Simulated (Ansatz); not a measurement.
Geometry optimisation in Ansatz: input, command and trajectory.

```yaml
crystal:
  lattice:
    - [-2.8934597728, 2.8934597728, 5.5658321745]
    - [2.8934597728, -2.8934597728, 5.5658321745]
    - [2.8934597728, 2.8934597728, -5.5658321745]
  atoms:
    - { symbol: Cd, position: [0.0, 0.0, 0.0] }
    - { symbol: Cu, position: [0.25, 0.75, 0.5] }
    - { symbol: Cu, position: [0.75, 0.25, 0.5] }
    - { symbol: Ge, position: [0.5, 0.5, 0.0] }
    - { symbol: Se, position: [0.4042109093, 0.4042109093, 0.5343978221] }
    - { symbol: Se, position: [0.5957890907, 0.1301869127, 0.0] }
    - { symbol: Se, position: [0.8698130873, 0.8698130873, 0.4656021779] }
    - { symbol: Se, position: [0.1301869127, 0.5957890907, 0.0] }
basis:
  ecutwfc: 420
kpoints:
  mp_grid: { grid: [10, 10, 10] }
hamiltonian:
  xc: pbesol
scf:
  occupations: { method: gaussian, width: 0.1 }
output:
  forces: true
  stress: true
  eigenvalues: true
relax:
  adjacent_minimum: "off"
  f_tol: 0.01
  max_steps: 30
  cell: { stress_tol: 0.1, fix: [volume] }
```

```bash
ansatz run input.yaml --threads 2 --pin off --max-ram 5120MiB --backend cpu --events-out ev --progress --plain --runs-dir out
```

These are results of DFT PBEsol, scalar-relativistic, plane waves, PAW in Ansatz 0.2.0, not measurements.

The volume is held at 1.03 times that of the relaxed cell.

Of 3 frames 2 are shown, positions in Å and forces in eV/Å; the SCF threshold varies from step to step. Steps run on the plane waves of an earlier cell, with a Pulay correction in the pressure. The basis is chosen afresh for the last frame, the zero of the energies, and at times for earlier ones too; energy and pressure can step there, also at an unchanged geometry. Where two frames share a geometry here, they differ by under 2 meV/atom and 0.3 GPa.

```xyz
8
Lattice="-2.8935 2.8935 5.5658 2.8935 -2.8935 5.5658 2.8935 2.8935 -5.5658" Properties=species:S:1:pos:R:3:forces:R:3 pbc="T T T" step=1 free_energy_over_end_meV_per_atom=0.03 pressure_GPa=-1.83
Cd    0.0000    0.0000    0.0000    0.0000    0.0000    0.0000
Cu    2.8935    0.0000    2.7829    0.0000    0.0000    0.0000
Cu    0.0000    2.8935    2.7829    0.0000    0.0000    0.0000
Ge    0.0000    0.0000    5.5658    0.0000    0.0000    0.0000
Se    1.5463    1.5463    1.5252    0.0137    0.0137   -0.0180
Se   -1.3472    1.3472    4.0407    0.0137   -0.0137    0.0180
Se    1.3472    1.3472    7.0910   -0.0137   -0.0137   -0.0180
Se    1.3472   -1.3472    4.0407   -0.0137    0.0137    0.0180
8
Lattice="-2.8919 2.8919 5.5719 2.8919 -2.8919 5.5719 2.8919 2.8919 -5.5719" Properties=species:S:1:pos:R:3:forces:R:3 pbc="T T T" step=3 free_energy_over_end_meV_per_atom=0.00 pressure_GPa=-1.82
Cd    0.0000    0.0000    0.0000    0.0000    0.0000    0.0000
Cu    2.8919    0.0000    2.7859    0.0000    0.0000    0.0000
Cu    0.0000    2.8919    2.7859    0.0000    0.0000    0.0000
Ge    0.0000    0.0000    5.5719    0.0000    0.0000    0.0000
Se    1.5468    1.5468    1.5254    0.0011    0.0011   -0.0080
Se   -1.3451    1.3451    4.0464    0.0011   -0.0011    0.0080
Se    1.3451    1.3451    7.0973   -0.0011   -0.0011   -0.0080
Se    1.3451   -1.3451    4.0464   -0.0011    0.0011    0.0080
```

The run took 2.1 min on 2 threads of Intel(R) Xeon(R) 6975P-C (Granite Rapids), with other jobs on the host, peak memory 1.4 GiB.